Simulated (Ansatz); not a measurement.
Ansatz input

```yaml
crystal:
  lattice:
    - [-2.7476688924, 2.7466904566, 1.1713998992]
    - [2.7466904566, -2.7476688924, 1.1713998992]
    - [1.4594676432, 1.4594676432, -1.1731919062]
  atoms:
    - { symbol: Fe, position: [0.9999754054, 2.45946e-05, 1.0], spin: -0.298 }
    - { symbol: Fe, position: [0.7500245946, 0.2499754054, 0.5], spin: -0.298 }
hamiltonian:
  xc: lda
  pseudopotentials:
    kind: paw
    azcp:
      Fe: "pseudopotentials/Fe.paw.azcp"
basis:
  ecutwfc: 420
  fft_grid_basis: typed
kpoints:
  mp_grid: { grid: [18, 18, 17], shift: [0, 0, 0] }
magnetization:
  spin_polarized: true
scf:
  occupations: { method: fermi_dirac, width: 0.05 }
  lower_state_search: "off"
output:
  stress: true
```

Terminal output

```
Warning: the record states the generating functional pbe (its physics header spells it `PBE`), which answers neither for hamiltonian.xc's functional nor for the lda family's — results may be inconsistent (PPs are generated against a specific XC)
Engine: ansatz 0.2.0, x86_64-unknown-linux-gnu
Pseudopotentials: kind: paw
Pseudopotential: Fe, paw, valence charge 16, recommended cutoff 420 eV (normal) 
Functional definition: SPW92
  exchange = slater_x
  correlation = pw_c
Crystal: 2 atoms, lattice volume = 18.780 Å³
Basis set: ecut = 420 eV, 361 PW (Γ)
Bands: 21, of which v1, the nominal top of the filled ones, is band 16 counted from 1 (15 counted from 0)
Symmetry: 4 space group operations
Space group: C2/c (ITA 15), of the structure as read, at distance tolerance 2.7e-5 Å
Magnetic group: BNS 15.85 (UNI 92), of the structure as read, at distance tolerance 2.7e-5 Å
k-points: 1459 of 5508
Non-local potential: Fe, projectors of the file, l = 0: 3, l = 1: 2, l = 2: 3, l = 3: 1
PAW form: soft (Blöchl's): semilocal exchange-correlation on the pseudo side does not see the compensation charge
PAW frozen core: Fe, regenerated for the run's functional, and the local potential with it (the file was generated under x = pbe(κ = 0.804, μ = 0.2195149727645171), c = pbe(β = 0.06672455060314922))
PAW one-centre angular grid: Fe, 590 points (default); XC on 64 Gauss nodes
Initial density: superposition of atomic densities (chi_scale 0.1, normalization cell)
Starting moments: Σ|m| = 0.596 μB on 2 of 2 sites
Initial wavefunctions: pseudopotential atomic-orbital guess
Functional: x = slater, c = lda
SCF iter   1: F=—  HF=-8840.326577 eV  |F-HF|=—  |Δ(HF+E_count)|=         —  Δρ=7.99e-2 (↑6.41e-2 ↓7.99e-2)  dr2=2.19e0  dr2_m=2.09e-2  M=-0.406 μB ∫|m|=0.407 μB  β_m=0.30  ethr=3.10e-3  ⟨swp⟩=4.7  Hψ=233240  notcnv=0
SCF iter   2: F=—  HF=-8839.869024 eV  |F-HF|=—  |Δ(HF+E_count)|=   4.58e-1  Δρ=3.59e-2 (↑2.59e-2 ↓3.59e-2)  dr2=4.15e-1  dr2_m=1.01e-2  M=-0.407 μB ∫|m|=0.409 μB  β_m=0.30  ethr=3.10e-3  ⟨swp⟩=3.6  Hψ=123462  notcnv=0  defer=72
SCF iter   3: F=—  HF=-8839.709794 eV  |F-HF|=—  |Δ(HF+E_count)|=   1.59e-1  Δρ=9.45e-3 (↑6.02e-3 ↓9.45e-3)  dr2=1.40e-2  dr2_m=5.38e-3  M=-0.403 μB ∫|m|=0.405 μB  β_m=0.30  ethr=1.30e-3  ⟨swp⟩=2.0  Hψ=95012  notcnv=0  defer=72
SCF iter   4: F=—  HF=-8839.681514 eV  |F-HF|=—  |Δ(HF+E_count)|=   2.83e-2  Δρ=5.54e-3 (↑5.54e-3 ↓4.05e-3)  dr2=7.25e-4  dr2_m=3.57e-3  M=-0.393 μB ∫|m|=0.396 μB  β_m=0.30  ethr=4.39e-5  ⟨swp⟩=3.0  Hψ=141539  notcnv=0  defer=72
SCF iter   5: F=—  HF=-8839.685633 eV  |F-HF|=—  |Δ(HF+E_count)|=   4.12e-3  Δρ=5.07e-3 (↑5.07e-3 ↓2.90e-3)  dr2=1.16e-3  dr2_m=2.41e-3  M=-0.385 μB ∫|m|=0.388 μB  β_m=0.30  ethr=2.27e-6  ⟨swp⟩=2.0  Hψ=117947  notcnv=0  defer=72
SCF iter   6: F=—  HF=-8839.687603 eV  |F-HF|=—  |Δ(HF+E_count)|=   1.97e-3  Δρ=3.87e-3 (↑3.87e-3 ↓2.50e-3)  dr2=3.96e-4  dr2_m=1.67e-3  M=-0.377 μB ∫|m|=0.381 μB  β_m=0.30  ethr=2.27e-6  ⟨swp⟩=2.7  Hψ=107766  notcnv=0  defer=72
SCF iter   7: F=—  HF=-8839.688251 eV  |F-HF|=—  |Δ(HF+E_count)|=   6.48e-4  Δρ=2.99e-3 (↑2.99e-3 ↓2.30e-3)  dr2=1.01e-4  dr2_m=1.19e-3  M=-0.371 μB ∫|m|=0.375 μB  β_m=0.30  ethr=1.24e-6  ⟨swp⟩=1.0  Hψ=61206  notcnv=0  defer=72
...
iter 20 did not close the SCF: its close was put off for a magnetic moment that had not settled (scf_convergence_deferred on its scf_iter line)
SCF iter  20: F=-8839.689346 eV  HF=-8839.689346 eV  |F-HF|=1.46e-11  |Δ(HF+E_count)|=   5.09e-9  Δρ=2.15e-6 (↑2.15e-6 ↓1.93e-6)  dr2=2.12e-10  dr2_m=5.27e-10  M=-0.001 μB ∫|m|=0.001 μB  β_m=0.70  ethr=1.41e-10  ⟨swp⟩=2.5  Hψ=227892  notcnv=0
iter 21 did not close the SCF: its close was put off for a magnetic moment that had not settled (scf_convergence_deferred on its scf_iter line)
SCF iter  21: F=-8839.689346 eV  HF=-8839.689346 eV  |F-HF|=3.82e-11  |Δ(HF+E_count)|=   3.79e-9  Δρ=6.84e-7 (↑6.84e-7 ↓5.87e-7)  dr2=5.76e-11  dr2_m=4.49e-11  M=-0.000 μB ∫|m|=0.000 μB  β_m=0.81  ethr=1.00e-12  ⟨swp⟩=1.5  Hψ=209775  notcnv=0
SCF iter  22: F=-8839.689346 eV  HF=-8839.689346 eV  |F-HF|=2.18e-11  |Δ(HF+E_count)|=  2.73e-11  Δρ=3.06e-7 (↑3.06e-7 ↓1.88e-7)  dr2=2.22e-11  dr2_m=1.78e-12  M=0.000 μB ∫|m|=0.000 μB  ethr=1.00e-12  ⟨swp⟩=1.0  Hψ=180132  notcnv=0
WARN: the starting moments were not kept: the SCF closed with an absolute magnetisation of 7.8e-5 μB, where they sum to 0.596 μB in size (2 sites). That is at most 0.1 of that sum. Measured as dr2_m measures the in/out step, that magnetisation stands 5.8e-9 eV from none, at or under the dr2_threshold of 1.0e-7 eV: it is no larger than a step whose dr2_m would equal this threshold. The system may hold no moment; this SCF shows only that its start led to no more than that. To try another start: raise the starting moments (crystal.atoms[].spin, magnetization.per_species, magnetization.initial_magnetization, or on a non-collinear deck that types none of these the spinor_matrix: blocks that start its atoms; where the total moment is fixed, keep their sum and leave initial_magnetization as it is; typed ones take the place of any that the run laid by itself, positive ones on a crystal's lanthanoids without a Hubbard term where scf.initial_density.shell_occupations: [] is typed) or, if the notice of its spin-set hold's release reads "site moments contracting" or "site moments show no strong build", lengthen the hold (scf.mixing.spin_hold: { on: { confirm: 4 } }; for m-r²SCAN on two components see the key's manual first). Each may lead to a state that holds a moment. A second SCF, from the converged charge density, with the starting moments and any scf.initial_density.shell_occupations laid on it anew, would have followed, and was not run: the deck does not ask for one (magnetization.retry_lost_moments is false, the default). To let it run, set magnetization.retry_lost_moments: true and run the deck again, where that key's refused combinations let it; where memory then withholds it, that run's warning says so.
SCF 1 converged in 22 iterations: F = -8839.689346 eV  dr2 = 2.22e-11
SCF converged after 22 iterations
Magnetization: 0.0001 μB (16.0000 up, 16.0000 down)
Absolute magnetization: 0.0001 μB (∫|ρ↑−ρ↓|, with the PAW one-centre terms)
Spin contamination: 0.0000 ħ² per cell (⟨S²⟩ above its minimum at these occupations)
Per-site moments (μB) at R_I (Å): [(3.778612276436534e-5, 0.9388860831172201), (3.778612276436652e-5, 0.9388860831172201)]
Free energy (F): -8839.689346 eV
Harris-Foulkes:  -8839.689346 eV  (|F-HF|=2.18e-11)
Internal energy: -8839.660699 eV  (E = F + TS)
E sigma→0 (E₀):  -8839.675023 eV
Entropy (-TS):   -0.028648 eV (-14.324 meV/atom)
Fermi energy:    22.827938 eV
--- Per-component energies (eV) ---
  E_band       = -293.235055
  E_kinetic    = 718.849222
  E_local      = -3670.434502  (includes V_loc(G=0)·N_el)
  E_nonlocal   = 435.731340
  E_hartree    = 1562.424291
  E_xc         = -239.949888
  E_vxc        = -310.636770  (∫ρ·V_xc dr)
  E_paw        = -2607.246003  (= ΣΔE_a)
  E_vpaw       = -591.594709  (= ΣTr[D̂ρ^β])
  E_aug_tail   = 0.001408  (compensation charges beyond the density's cutoff)
  E_ewald      = -5039.839637
  E_core_change = 0.803071  (= ΣΔE_core)
  E_smearing   = -0.028648  (= −TS)
  E_closure    = 0.000000  (closes the sum)
  Σ components = -8839.689346   (vs F -8839.689346, Δ=0.00e0)
--- Stress (GPa, compression-positive) ---
       14.199229      -0.785750       0.197509
       -0.785750      14.199229       0.197509
        0.197509       0.197509      13.760780
  P = ⅓ Tr σ = 14.0531 GPa (140.531 kbar)
```

Launched by

```sh
ansatz run input.yaml --threads 2 --pin off --max-ram 5120MiB --backend cpu --events-out ev --progress --plain --runs-dir out
```

On 2 threads of Intel(R) Xeon(R) 6975P-C (Granite Rapids) (shared host) this took about 53 s of wall time and 100 s of CPU time, with 1.1 GiB at the peak.
